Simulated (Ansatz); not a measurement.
Mn$_{3}$CuN:
```
CELL_PARAMETERS angstrom
      3.93115     0.00000     0.00000
      0.00000     3.93115     0.00000
      0.00000     0.00000     3.93115
ATOMIC_POSITIONS crystal
  Mn 0.00000 0.50000 0.50000
  Mn 0.50000 0.00000 0.50000
  Mn 0.50000 0.50000 0.00000
  Cu 0.00000 0.00000 0.00000
  N  0.50000 0.50000 0.50000
```
The run is spin-polarised; directions of the spins, atom by atom: ↑ ↑ ↑ 0 0.

Relaxed with r²SCAN.

### Question
Give the Bader charges and basin volumes of the independent atoms, the program Ansatz at the r²SCAN level (PAW).

### Answer


```csv
atom,Bader charge (e),Bader volume (Å³)
Mn1,+0.79,11.5
Cu4,-0.69,16.6
N5,-1.68,9.6
```

Space group Pm-3m (anti-perovskite). The first step of the workflow began from a Materials Project structure, measured or hypothetical; the Crystallography Open Database copy checked does not list it. Its standing as an ambient phase is unchecked. The cell was relaxed with r²SCAN under the symmetry of its start; its stability against distortions is not shown here. The final state is ferromagnetic, chosen from 4 collinear starts compared on coarse meshes (ties went to the first, and starts can fall back to one state), not a proven ground state. The program gave a warning on the electronic state, which may not be the lowest. No Hubbard U is applied.

Potentials: the later of the program's two PAW sets.
